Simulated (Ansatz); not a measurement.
## LaAl3Cu: Ti on a La site

Computed with the plane-wave PAW code Ansatz (scalar-relativistic, PAW set soft_2): PBEsol, no spin polarisation, 420 eV cutoff, k-mesh 3×3×3.

The relaxed host crystal (no gap at this level of theory):

```yaml
crystal:
  lattice:
    - [-2.13020, 2.13020, 5.28602]
    - [2.13020, -2.13020, 5.28602]
    - [2.13020, 2.13020, -5.28602]
  atoms:
    - { symbol: Al, position: [0.40453, 0.40453, 0.00000] }
    - { symbol: Al, position: [0.24616, 0.74616, 0.50000] }
    - { symbol: Al, position: [0.74616, 0.24616, 0.50000] }
    - { symbol: Cu, position: [0.63142, 0.63142, 0.00000] }
    - { symbol: La, position: [0.99574, 0.99574, 0.00000] }
```

Supercell of 25 atoms, rows of the matrix [[0,-1,-2],[1,-1,1],[-2,0,-1]] times the cell vectors; Ti on a La site at (0.996, 0.996, 0.000) in fractions of the cell above. Atoms are relaxed at the host's cell, from a start shaken by 0.03 Å near the defect. The cell loses 1 of its 5 La, so this is a heavily doped crystal.

Nearest atoms to the Ti atom: in the perfect crystal Al 3.16 Å, Al 3.16 Å, Al 3.16 Å, Al 3.16 Å, Cu 3.34 Å, Cu 3.34 Å, Cu 3.34 Å, Cu 3.34 Å; relaxed Al 2.92 Å, Al 2.92 Å, Al 2.92 Å, Al 2.92 Å, Al 3.04 Å, Al 3.04 Å, Al 3.04 Å, Al 3.04 Å.

```tsv
charge	gap of the cell on the mesh (eV)
0	0.00
```

Formation energy of the neutral defect: 2.53 eV, taking atoms from and to the elements' standard states (no corrections for gases), so it belongs to those chemical potentials alone.

Caveats: small supercell, so energies and levels can be off by tenths of an eV; one random start near the defect, so other minima are possible.
